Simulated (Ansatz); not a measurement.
TiO₂ (rutile)

```xyz
6
Lattice="4.5967 0.0000 0.0000 0.0000 4.5967 0.0000 0.0000 0.0000 2.9537" Properties=species:S:1:pos:R:3 pbc="T T T"
Ti     0.0000     0.0000     0.0000
Ti     2.2984     2.2984     1.4768
O      1.4002     1.4002     0.0000
O      3.6986     0.8981     1.4768
O      0.8981     3.6986     1.4768
O      3.1965     3.1965     0.0000
```

The slice is a (010) plane (indices of the conventional cell) through the point (0.305, 0.305, 0.000) (fractional), spanned by u = [001] and v = [100] in vectors of this cell: u (2.95 Å) and v (4.60 Å, at 90° to u). It covers one period; positions are fractions (u, v).

These are r2SCAN (plane waves to 500 eV, PAW, scalar-relativistic; Ansatz, a quantum-chemistry and plane-wave program) values and carry that method's errors. k mesh 7×7×11. Inside the PAW spheres the values are not all-electron values, and peaks at nuclei hang on which shells count as valence. TiO2 is run without spin polarisation. TiO2 was relaxed with its symmetry unable to fall.

Three fields on this plane, each scaled to ten steps between its own extremes (0 low, 9 high; the total valence density on a logarithmic scale, the potential cut 8 eV below its top; x marks points blanked near nuclei; v = 0 in the bottom row):

Map A
```
|xxxx666666xxx|
|xxx67888876xx|
|xx6789999876x|
|6678999999876|
|6678999999876|
|6678999999876|
|6678888888876|
|67787xxxx7877|
|7787xxxxxx787|
|8887xxxxxx788|
|8887xxxxxx788|
|88764xxxx4678|
|8875300003578|
|8763100001367|
|7752000000257|
|6542000000245|
|xx3100000013x|
|xxx20000002xx|
|xxxx210012xxx|
|xxxx443344xxx|
```

Map B
```
|xxxx830038xxx|
|xxx97200279xx|
|xx9730000379x|
|9862000000268|
|3210001100012|
|0000246642000|
|0003799997300|
|00269xxxx9620|
|0048xxxxxx840|
|0048xxxxxx840|
|0037xxxxxx730|
|00158xxxx8510|
|0002456654200|
|0000011110000|
|4310001100013|
|8851001100158|
|xx9510110159x|
|xxx93000039xx|
|xxxx610016xxx|
|xxxx830038xxx|
```

Map C
```
|xxxx741147xxx|
|xxx95200259xx|
|xx9631001369x|
|7754200002457|
|4432112211234|
|1112345543211|
|0023578875320|
|00258xxxx8520|
|0136xxxxxx631|
|0147xxxxxx741|
|0136xxxxxx631|
|00258xxxx8520|
|0024689986420|
|1123568865321|
|4433467764334|
|7765567765567|
|xx9766666679x|
|xxx97555579xx|
|xxxx854458xxx|
|xxxx852258xxx|
```

Q: Assign the maps to these fields: electron localisation function (ELF); valence electron density; electrostatic potential energy of an electron, from the cell's mean.

A: A is the electrostatic potential energy of an electron, from the cell's mean; B is the electron localisation function (ELF); C is the valence electron density.
